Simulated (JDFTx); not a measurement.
ZnSe(110) slab cut from bulk ZnSe (space group F-43m, indices of the conventional cell, lattice of the Materials Project entry mp-1190, not re-optimised): 8 atoms in 4 planes, a 1x1 cell of 22.69 Å² (|a| = 4.006, |b| = 5.665 Å), 6.5 Å between the outermost planes, Se/Zn outermost, slab composition Zn4Se4, cell height 22.0 Å, 4×4×1 k mesh, Fermi smearing 0.003 Ha, no spin polarisation. Whether this polymorph is the ambient one wasn't checked.

Computed with JDFTx (a modified build): PBE, GBRV ultrasoft potentials, plane waves to 20/100 Ha. All atoms were relaxed in vacuum, keeping the start's symmetry. The same slab in several models of one liquid. This is a symmetric, unreconstructed model surface, and the continuum liquid cannot react with it. These are Kohn-Sham edges of the slab on its k mesh, not quasiparticle energies; surface states and confinement enter them. Spin-orbit coupling is left out, which can move the edges for the heavier elements here. Edges are measured from the vacuum level or from the bulk liquid.

```
medium                                valence edge (eV)  conduction edge (eV)  rough core time
------------------------------------  -----------------  --------------------  ---------------
vacuum                                            -5.62                 -3.80                –
linear PCM (GLSSA13), water, 1 M KF          (withheld)            (withheld)            6 min
SCCS (g09 parameters), water, 1 M KF              -5.29                 -3.45            7 min
SaLSA, water, 1 M KF                         (withheld)            (withheld)           10 min
```

### Question
Some entries are withheld; supply them.

### Answer

- linear PCM (GLSSA13), water, 1 M KF, valence edge (eV): -5.10
- linear PCM (GLSSA13), water, 1 M KF, conduction edge (eV): -3.26
- SaLSA, water, 1 M KF, valence edge (eV): -5.15
- SaLSA, water, 1 M KF, conduction edge (eV): -3.30

The times are rough (shared hosts); only ratios past two mean anything.
